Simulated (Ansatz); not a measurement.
V (bcc, W type)

```
CELL_PARAMETERS angstrom
     -1.49237     1.49237     1.49237
      1.49237    -1.49237     1.49237
      1.49237     1.49237    -1.49237
ATOMIC_POSITIONS crystal
  V  0.00000 0.00000 0.00000
```

E(V) scan at fixed shape, V₀ the volume above. Symmetry pins the atoms to their sites.

Computed with r2SCAN (plane waves to 500 eV, PAW, scalar-relativistic; Ansatz, a quantum-chemistry and plane-wave program). k mesh 22×22×22 (Γ-centred), Fermi-Dirac smearing 0.05 eV. Stress and pressure are positive under compression. The PAW data are Ansatz's earlier set. V is run without spin polarisation. V was relaxed with its symmetry unable to fall.

At one point of the scan the stress tensor (GPa) is:

```
   -8.3      0.0      0.0
    0.0     -8.3      0.0
    0.0      0.0     -8.3
```

### Question
Which point is it?
A) V/V₀ = 1.036
B) V/V₀ = 1.012
C) V/V₀ = 1.024
D) V/V₀ = 1.048

### Answer
D, V/V₀ = 1.048

(Under strain, the slope of the energy per volume gives the stress and its curvature an elastic modulus.)
